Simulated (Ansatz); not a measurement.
A geometry of HfO2 away from equilibrium: step 12 of the relaxation of a generated cell, HfO2 placed in the AFLOW prototype A2B_hP9_147_g_ad (B_b, as in ZnAg2). These are r2SCAN (plane waves to 500 eV, PAW, scalar-relativistic; Ansatz, a first-principles code) values and carry that method's errors. Γ-centred k-mesh 4×4×9 on the run's cell (coarser than for final values), Fermi–Dirac smearing 0.05 eV.

```
CELL_PARAMETERS angstrom
      5.59350     0.00000     0.00000
     -2.79675     4.84412     0.00000
      0.00000     0.00000     3.32312
ATOMIC_POSITIONS crystal
  Hf 0.00000 0.00000 0.00000
  Hf 0.66667 0.33333 0.73753
  Hf 0.33333 0.66667 0.26247
  O  0.62134 0.69943 0.75227
  O  0.07810 0.37866 0.75227
  O  0.30057 0.92190 0.75227
  O  0.37866 0.30057 0.24773
  O  0.92190 0.62134 0.24773
  O  0.69943 0.07810 0.24773
```

### Question
Which atoms carry the largest force, and which way does it point?

### Answer
0.01 eV/Å, on O4, O5, O6, O7, O8, O9 (atoms numbered as listed); on O5 its components are (-0.01, 0.00, 0.00).

### Question
What is the pressure?

### Answer
+3.0 GPa, compression positive.

### Question
How much energy per atom can still be gained by relaxing?

### Answer
0.01 eV/atom; the path ends in P-3 (No. 147).

No spin polarisation in the result.

The run could not lose the symmetry of its start: the end is stationary, and may be a saddle point rather than a minimum.

The end of the path is a generated cell of HfO2: the first start was made by placing the elements on the sites of a structure type, and the end was not matched to a known phase here, so it may be hypothetical. Known forms of HfO2 include space group No. 14, 29, 137, 225.
